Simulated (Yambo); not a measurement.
Yambo run on Rb2ScAgCl6 (space group Fm-3m, No. 225). The wavefunctions come from this Quantum ESPRESSO step (PBEsol, PseudoDojo standard norm-conserving files, scalar-relativistic):

```
&CONTROL
  calculation = 'nscf'
  pseudo_dir = './pseudo'
  outdir = './out'
/
&SYSTEM
  ibrav = 0
  nat = 10
  ntyp = 4
  ecutwfc = 82.0
  ecutrho = 328.0
  occupations = 'fixed'
  force_symmorphic = .true.
  nbnd = 307
/
&ELECTRONS
  conv_thr = 1e-08
  diago_full_acc = .true.
  diago_thr_init = 1e-08
/
ATOMIC_SPECIES
Cl 35.4500 Cl.upf
Sc 44.9559 Sc.upf
Rb 85.4678 Rb.upf
Ag 107.8682 Ag.upf
CELL_PARAMETERS angstrom
  0.000000000000   5.240005000000   5.240005000000
  5.240005000000   0.000000000000   5.240005000000
  5.240005000000   5.240005000000   0.000000000000
ATOMIC_POSITIONS crystal
Cl   0.761400000000   0.238600000000   0.238600000000
Cl   0.238600000000   0.761400000000   0.761400000000
Cl   0.238600000000   0.761400000000   0.238600000000
Cl   0.761400000000   0.238600000000   0.761400000000
Cl   0.238600000000   0.238600000000   0.761400000000
Cl   0.761400000000   0.761400000000   0.238600000000
Sc   0.000000000000   0.000000000000   0.000000000000
Rb   0.750000000000   0.750000000000   0.750000000000
Rb   0.250000000000   0.250000000000   0.250000000000
Ag   0.500000000000   0.500000000000   0.500000000000
K_POINTS automatic
2 2 2 0 0 0
```

Yambo input:

```
rim_cut
gw0
dyson
el_el_corr
HF_and_locXC
ppa
em1d
RandQpts= 1000000
RandGvec= 1 Ry
EXXRLvcs= 82 Ry
VXCRLvcs= 328 Ry
Chimod= "HARTREE"
% BndsRnXp
 6 | 305 |
%
NGsBlkXp= 6 Ry
% LongDrXp
 1.0 | 1.0 | 1.0 |
%
PPAPntXp= 27.2114 eV
% GbndRnge
 1 | 305 |
%
GTermKind= "BG"
DysSolver= "n"
ExtendOut
% QPkrange
 1 | 1 | 45 | 46 |
 2 | 2 | 45 | 46 |
 3 | 3 | 45 | 46 |
%
```

k points by index: 1 = Γ, 2 = L, 3 = X.

The o-*.qp file then holds:

```
#    K-point    Band    Eo [eV]    E [eV]    E-Eo [eV]    Vxc [eV]    Vnlxc [eV]    Sc|Eo [eV]    Sc|E [eV]    dSc/dw|Eo [eV]    Re(Z)    Im(Z)
#
    1    45    -0.468889    -1.621502    -1.152613    -21.59874    -26.71888    3.659396    3.967530    -7.273442    0.789079    -0.001648
    1    46    3.259435    4.969871    1.710436    -16.66046    -9.237591    -5.239948    -5.712435    -7.515795    0.783572    -0.001785
    2    45    0.000000    -1.283892    -1.283892    -20.24871    -25.33178    3.470801    3.799177    -6.958930    0.796343    -0.001445
    2    46    3.240853    4.944782    1.703929    -16.31460    -8.870343    -5.273473    -5.740326    -7.454543    0.784957    -0.001763
    3    45    -0.469177    -1.617645    -1.148468    -21.60928    -26.73351    3.668987    3.975769    -7.267780    0.789209    -0.001517
    3    46    3.237457    4.790172    1.552715    -15.15341    -9.073148    -4.163200    -4.527544    -6.384562    0.809958    -0.001350
```
(The two width columns are left out.) Convergence of these settings isn't established.

Spin-orbit coupling is not included.

Geometry of the Materials Project entry, not relaxed at this level.

The structure is a Materials Project entry; no match was found in the copy of COD used, and its stability was not checked.
